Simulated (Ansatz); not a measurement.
Input:

CaO:
```yaml
crystal:
  lattice:
    - [3.98094, 0.00000, 0.00000]
    - [-1.99047, 3.44760, 0.00000]
    - [0.00000, 0.00000, 4.77007]
  atoms:
    - { symbol: Ca, position: [0.33333, 0.66667, 0.75000] }
    - { symbol: O, position: [0.66667, 0.33333, 0.75000] }
    - { symbol: Ca, position: [0.66667, 0.33333, 0.25000] }
    - { symbol: O, position: [0.33333, 0.66667, 0.25000] }
```

This is the r²SCAN-relaxed structure.

### Question
All from the program Ansatz at the r²SCAN level (PAW), unless another level is named. Estimate the formation energy from the elements (no fitted shifts).

### Answer
-3.10 eV/atom.

### Question
What about the electron effective mass?

### Answer
0.40, 0.40, 0.57 mₑ (principal values).

### Question
Next, the hole effective mass?

### Answer
0.38, 2.9, 2.9 mₑ (principal values).

### Question
Predict the band gap.

### Answer
3.63 eV (direct).

### Question
What about the valence-band maximum?

### Answer
at Γ.

### Question
What about the weight of the valence-edge state by species (Voronoi cells)?

### Answer
O 96 %, Ca 4 %.

Space group P6_3/mmc. The start of the workflow was typed in or built on a structure type; the Crystallography Open Database copy checked does not list it. It is not the phase usual at ambient conditions (space group No. 225). Symmetry was held in the r²SCAN relaxation; whether a distortion lowers the energy is not shown. The references are the lowest solids computed at this level, not always the standard phases (solids in place of the gases).

Potentials: the later of the program's two PAW sets.
